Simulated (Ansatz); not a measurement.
BaTiO$_{3}$:
Space group R3m, hexagonal axes (No. 160); a = b = 5.576 Å, c = 6.841 Å, α = β = 90.00°, γ = 120.00°

```csv
atom,site,symmetry,x,y,z
Ba,3a,3m,0.0000,0.0000,0.9989
Ti,3a,3m,0.0000,0.0000,0.5077
O,9b,.m,0.1681,0.3361,0.3215
```
(The calculation used a cell of 5 atoms; values per cell refer to that cell.)

Relaxed with LDA.

**Question.** Give the optical modes at the zone centre with their infrared and Raman activity from DFPT, LDA (plane waves, PAW; program Ansatz).

**Answer.** Transverse frequencies, without the LO–TO term; a row sums one degenerate level.

| ω (cm⁻¹) | degeneracy | IR ((D/Å)²/amu) | Raman (Å⁴/amu) | activity | symmetry |
|---|---|---|---|---|---|
| 158 | 2 | 133.65 | 420 | IR+Raman | E |
| 177 | 1 | 9.27 | 30 | IR+Raman | A1 |
| 183 | 2 | 11.66 | 160 | IR+Raman | E |
| 221 | 1 | 50.32 | 1300 | IR+Raman | A1 |
| 282 | 1 | 0.00 | 0 | silent | A2 |
| 295 | 2 | 0.00 | 32 | Raman | E |
| 484 | 2 | 13.61 | 140 | IR+Raman | E |
| 511 | 1 | 8.12 | 760 | IR+Raman | A1 |

**Question.** How high does the top mode go among those that the LO–TO term moves?

**Answer.** 701 cm⁻¹ for q along x, 701 cm⁻¹ for q along y, 694 cm⁻¹ for q along z.

This is a known low-temperature phase of the composition, computed here at zero pressure and temperature. Symmetry was held in the LDA relaxation; phonons on a q-mesh show no instability. The run is not spin-polarised. Scalar-relativistic: spin–orbit coupling is off unless named, which matters more the heavier the elements.

Potentials: the later of the program's two PAW sets.
